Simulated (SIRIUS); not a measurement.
Input and output of a self-consistent single point for a model cell of In (P3_121, 3 atoms in the cell; prototype structure) (SIRIUS).

All values come from this method and carry its errors: PBE, SSSP 1.1.2 efficiency PBE pseudopotentials (plane waves; SIRIUS).

```xyz
3
Lattice="5.0098 0.0000 0.0000 -2.5049 4.3386 0.0000 0.0000 0.0000 5.6838" Properties=species:S:1:pos:R:3 pbc="T T T"
In     1.1292     0.0000     4.7365
In    -0.5646     0.9779     0.9473
In     1.9403     3.3607     2.8419
```

Reference input (self-consistent single point, DFT, PBE, plane waves, SSSP 1.1.2 efficiency PBE pseudopotentials): parameters.ngridk = 6 6 5; parameters.xc_functionals = [XC_GGA_X_PBE, XC_GGA_C_PBE]; parameters.gk_cutoff = 8.062 1/bohr; parameters.pw_cutoff = 25.496 1/bohr; parameters.smearing = fermi_dirac; parameters.smearing_width = 0.00183747 Ha; potentials = SSSP 1.1.2 efficiency PBE pseudopotentials; parameters.electronic_structure_method = pseudopotential; parameters.num_bands = 24; parameters.num_mag_dims = 0; parameters.num_dft_iter = 100; parameters.energy_tol = 1e-07 Ha. This run's input differs from it in these lines:

```diff
@@ -16,3 +16,3 @@
     "pw_cutoff": 25.496,
-    "ngridk": [6, 6, 5],
+    "ngridk": [7, 7, 6],
     "smearing": "fermi_dirac",
```

The program printed (abridged):

```
[find] density tolerance         : 1e-06
[find] total energy tolerance    : 1e-07
[find] iter_solver_tol (initial) : 0.01
[find] iter_solver_tol (target)  : 1e-13
[find] num_dft_iter              : 100
Charges and magnetic moments
--------------------------------------------------------------------------------
total charge          : 39.000000
[find] | SCF iteration   0 out of 100|
[diagonalize] iterative solver tolerance (occupied, empty): 0.01 0.01
[diagonalize] average number of iterations: 1.4
[find] Charges and magnetic moments
[find] total charge          : 39.000000
[find] Energy
   [... lines left out ...]

[find] Charges and magnetic moments
[find] total charge          : 39.000000
[find] Energy
[find] smearing (-TS)                 :      -0.00060059
[find] Total energy                   :    -217.19676598 (Ha),    -434.39353197 (Ry)
[find] Free energy (E-TS)             :    -217.19736658 (Ha),    -434.39473315 (Ry)
[find] band gap (eV)                  :       0.00000000
[find] Efermi                         :       0.18048526
[find] iteration : 9, RMS (target) : 6.4005e-07 (1.0000e-06) , energy difference (target) : -1.3511e-09 (1.0000e-07)
[find] bands are converged : true
[find] iterative solver converged : true
[find] converged after 10 SCF iterations!
[find] Charges and magnetic moments
[find] total charge          : 39.000000
[find] Energy
[find] smearing (-TS)                 :      -0.00060059
[find] Total energy                   :    -217.19676598 (Ha),    -434.39353197 (Ry)
[find] Free energy (E-TS)             :    -217.19736658 (Ha),    -434.39473315 (Ry)
[find] band gap (eV)                  :       0.00000000
[find] Efermi                         :       0.18048526
[ground_state] === stress tensor components [kbar] ===
[ground_state] === stress_total ===
[ground_state]    11.280937   -0.000000    0.000000
[ground_state]    -0.000000   11.280934    0.000000
[ground_state]     0.000000    0.000000  -33.816906
[ground_state] ==== total Forces in Ha/bohr =====
[ground_state] atom:    0, force:       0.0326231      0.0000000      0.0000000
[ground_state] atom:    1, force:      -0.0163115      0.0282524      0.0000000
[ground_state] atom:    2, force:      -0.0163115     -0.0282524     -0.0000000
```

The run converged in 10 iterations. SIRIUS prints the stress tensor with tension positive. Against the reference run the free energy drops by 5.5 meV/atom, the pressure stays near 0.38 GPa while the zz stress (positive for compression) goes from 3.83 to 3.38 GPa and the largest force goes from 1.658 to 1.678 eV/Å.

The starting geometry comes from a prototype or from typed values, not from a relaxation at this level; it need not be a known phase. Forces above 1 eV/Å remain at this geometry. This run is one point of a test of settings, so its values need not be converged; read them against the reference run alone.

Cost on one core: roughly 2.3 core-minutes.

The gap that the log prints is read on the run's mesh, which can miss the band edges or a crossing.
